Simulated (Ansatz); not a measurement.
The relaxed structure here is a generated cell of La: the first start was made by placing the elements on the sites of a structure type, and the end was not matched to a known phase here, so it may be hypothetical. Known forms of La include space group No. 194.

One starting cell of La (a generated trial cell of La in the beta-Sn structure type) was relaxed twice with Ansatz (plane waves, PAW, scalar-relativistic): with r2SCAN at 500 eV and with PBE at 420 eV. The r2SCAN result:

```xyz
2
Lattice="-3.0678 3.0678 1.8622 3.0678 -3.0678 1.8622 3.0678 3.0678 -1.8622" Properties=species:S:1:pos:R:3 pbc="T T T"
La     0.0000     3.0678     0.9311
La     0.0000     0.0000     0.0000
```

| quantity | r2SCAN | PBE |
|---|---|---|
| space group | I4₁/amd | I4₁/amd |
| volume (Å³/atom) | 35.05 | (withheld) |
| a (Å) | 6.136 | (withheld) |
| c (Å) | 3.724 | (withheld) |
| gap (eV, no spin-orbit coupling) | 0.00 | (withheld) |

**Question.** What does PBE give for the same quantities?

**Answer.** 
- volume (Å³/atom), PBE: 35.54
- a (Å), PBE: 6.202
- c (Å), PBE: 3.695
- gap (eV, no spin-orbit coupling), PBE: 0.00

Both levels end in the same structure; PBE's volume is 1.4 % larger. Neither column is exact.

No spin polarisation in the result.

The run could not lose the symmetry of its start, so the end can be a saddle point.

All atoms sit on sites fixed by symmetry, so only the cell could relax.

Ansatz is an electronic-structure program.
